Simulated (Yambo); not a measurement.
# Excitons in K$_{2}$Pt

```
K2Pt
1.0
    0.00000     3.73612     3.73612
    3.73612     0.00000     3.73612
    3.73612     3.73612     0.00000
K Pt
2 1
Direct
  0.75000   0.75000   0.75000
  0.25000   0.25000   0.25000
  0.00000   0.00000   0.00000
```

Cell and atoms were relaxed with PBEsol from Materials Project entry mp-1062676, within its symmetry.

BSE in Yambo on norm-conserving PBEsol (Quantum ESPRESSO, 84 Ry, with spin-orbit coupling) bands: 4×4×4 mesh, 12 valence and 8 conduction bands, static screening with 114 bands and a 4 Ry block, scissor 0.83 eV, Tamm-Dancoff; field along x.

| state | energy (eV) | states within 2 meV | relative strength | class | main transitions |
|---|---|---|---|---|---|
| 1 | 1.02 | 3 | < 0.01 | dark | several band pairs |
| 2 | 1.02 | 2 | < 0.01 | dark | several band pairs |
| 3 | 1.22 | 4 | < 0.01 | dark | several band pairs |
| 4 | 1.25 | 3 | 0.04 | weak | several band pairs |
| 5 | 1.32 | 2 | < 0.01 | dark | several band pairs |
| 6 | 1.34 | 3 | < 0.01 | dark | several band pairs |
| 7 | 1.36 | 3 | < 0.01 | dark | several band pairs |
| 8 | 1.37 | 1 | < 0.01 | dark | several band pairs |
| 9 | 1.40 | 3 | 1.00 | strong | several band pairs |
| 10 | 1.43 | 2 | < 0.01 | dark | several band pairs |

These are vertical excitations (zero momentum); the indirect quasiparticle gap, about 1.77 eV, is smaller than the direct one (1.88 eV on the GW mesh). The direct quasiparticle gap on this mesh is 1.88 eV; counted from there, state 1 is bound by 0.87 eV. Convergence with the mesh was not shown.

Strengths are relative to the strongest of the lowest states of this run; strong means a line over 3 % of the spectrum's maximum, dark under 0.03 %. Absolute energies carry the error of the G0W0 scissor, whose convergence isn't established.

The structure is a Materials Project entry; no match was found in the copy of COD used, and its stability was not checked.
